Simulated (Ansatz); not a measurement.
Input and command of a plane-wave DFT calculation in Ansatz:

```yaml
crystal:
  lattice:
    - [-1.9995434661, 1.9995434661, 4.6939183503]
    - [1.9995434661, -1.9995434661, 4.6939183503]
    - [1.9995434661, 1.9995434661, -4.6939183503]
  atoms:
    - { symbol: Sn, position: [0.75, 0.25, 0.5] }
    - { symbol: Sn, position: [0.0, 0.0, 0.0] }
    - { symbol: O, position: [0.7963663283, 0.7963663283, 0.0] }
    - { symbol: O, position: [0.9536336717, 0.4536336717, 0.5] }
    - { symbol: O, position: [0.2036336717, 0.2036336717, 0.0] }
    - { symbol: O, position: [0.5463663283, 0.0463663283, 0.5] }
basis:
  ecutwfc: 500
kpoints:
  mp_grid: { grid: [10, 10, 10] }
hamiltonian:
  xc: r2scan
scf:
  occupations: { method: gaussian, width: 0.05 }
output:
  forces: true
  stress: true
  eigenvalues: true
```

```bash
ansatz run input.yaml --threads 2 --pin off --max-ram 5120MiB --backend cpu --events-out ev --progress --plain --runs-dir out
```

Processor: Arm Neoverse V2, 2 threads, on a host shared with other jobs.

Task: How long does it run, and how much memory does it take?

Result: About 16 s on 2 threads of Arm Neoverse V2, with other jobs on the host, peak memory 0.78 GiB. It solves 32 bands at 102 k points (the mesh reduced by symmetry) with about 1905 plane waves, in 7 SCF iterations.
